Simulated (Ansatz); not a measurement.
Structure: In2BiP as one 8-atom ordering (I-42d) on the zincblende lattice, at its r2SCAN minimum. The symmetry is I-42d (No. 122, tetragonal); conventional cell a = 6.342 Å, c = 12.500 Å, 31.42 Å³ an atom. Around P lie 4 In at 2.59 Å; around In lie 2 P at 2.59 Å and 2 Bi at 2.90 Å; around Bi lie 4 In at 2.90 Å.

```
CELL_PARAMETERS angstrom
-3.17105 3.17105 6.25013
3.17105 -3.17105 6.25013
3.17105 3.17105 -6.25013
ATOMIC_POSITIONS crystal
P 0.00000 0.00000 0.00000
In 0.62500 0.66753 0.54253
P 0.25000 0.75000 0.50000
In 0.91753 0.37500 0.04253
Bi 0.50000 0.50000 0.00000
In 0.12500 0.08247 0.45747
Bi 0.75000 0.25000 0.50000
In 0.33247 0.87500 0.95747
```

The questions ask for values computed with Ansatz on this geometry. (Calculated; spin-unpolarised; the phase may be known or hypothetical.)

Given (6×6×6 mesh): With r2SCAN the valence top lies at S₀–Γ (0.90 of the way from S₀) and the conduction bottom at Γ, 0.03 eV higher; the smallest vertical gap, at Γ, is 0.18 eV. (With 0.02 eV of smearing so small a gap leaves both edges partly filled, and it could close between the points sampled.)

(1) Estimate the gap with PBE on 6×6×6.

(2) What does HSE06 give for the gap (4×4×4 mesh)?

(3) What do these levels agree on?

## Answers

(1) PBE gives an indirect gap of 0.03 eV, from S₀–Γ (0.90 of the way from S₀) to Γ; the least direct gap is 0.09 eV at S₀–Γ (0.90 of the way from S₀). (With 0.02 eV of smearing so small a gap leaves both edges partly filled, and it could close between the points sampled.) The gap differs by 0.00 eV from r2SCAN's.

(2) With HSE06 the valence top lies at S₀–Γ (0.90 of the way from S₀) and the conduction bottom at Γ, 0.03 eV higher; the smallest vertical gap, at Γ, is 0.20 eV. (This is within a few times the smearing of 0.02 eV, so the filling near the edges can be smeared.) The gap differs by 0.00 eV from r2SCAN's.

(3) All these functionals give a gap of the same kind, indirect.

Spin-orbit coupling is left out; in compounds of Pb, Bi, Tl or Hg it can lower a gap by up to about 1 eV, split its edges or invert the bands.

Where an edge lies off the special points, it is a point of the mesh or the k point where a search put PBE's edge or least direct gap, reused for the other functionals, whose own edges may lie a little apart; PBE's own value is read along its path and can be a few hundredths of an eV high.
